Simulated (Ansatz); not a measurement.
Input:

SrNbO3:
```cif
data_Nb4O12Sr4
_chemical_formula_sum 'Sr4 Nb4 O12'
_space_group_name_H-M_alt 'Pnma'
_space_group_IT_number 62
_space_group_name_Hall '-P 2ac 2n'
_cell_length_a 5.65589
_cell_length_b 8.04815
_cell_length_c 5.65698
_cell_angle_alpha 90.000
_cell_angle_beta 90.000
_cell_angle_gamma 90.000
loop_
_space_group_symop_operation_xyz
  'x, y, z'
  '-x, -y, -z'
  '-x+1/2, -y, z+1/2'
  'x+1/2, y, -z+1/2'
  'x+1/2, -y+1/2, -z+1/2'
  '-x+1/2, y+1/2, z+1/2'
  '-x, y+1/2, -z'
  'x, -y+1/2, z'
loop_
_atom_site_label
_atom_site_type_symbol
_atom_site_symmetry_multiplicity
_atom_site_Wyckoff_symbol
_atom_site_fract_x
_atom_site_fract_y
_atom_site_fract_z
_atom_site_occupancy
Sr1 Sr 4 c 0.01470 0.25000 0.99978 1
Nb1 Nb 4 b 0.00000 0.00000 0.50000 1
O1 O 8 d 0.22147 0.51668 0.22138 1
O2 O 4 c 0.49571 0.25000 0.03316 1
```

This is the PBEsol-relaxed structure.

Question: All from PBEsol (plane waves, PAW; program Ansatz), unless another level is named. Give the electronic character.

Answer: metallic (no gap).

Question: Give the density of states at the Fermi level.

Answer: 0.28 states/eV per atom (mean over ±0.08 eV).

Question: Give the formation energy from the elements (no fitted shifts).

Answer: -2.89 eV/atom.

The workflow started from a Materials Project entry (that database holds measured and hypothetical structures alike); the Crystallography Open Database files this formula in space group No. 62, but the cells were not matched. Its standing as an ambient phase is unchecked. The cell was relaxed with PBEsol under the symmetry of its start; its stability against distortions is not shown here. No spin polarisation was allowed. The references are the lowest solids computed at this level, not always the standard phases (solids in place of the gases). Scalar-relativistic: spin–orbit coupling is off unless named, which matters more the heavier the elements.

Potentials: the later of the program's two PAW sets.
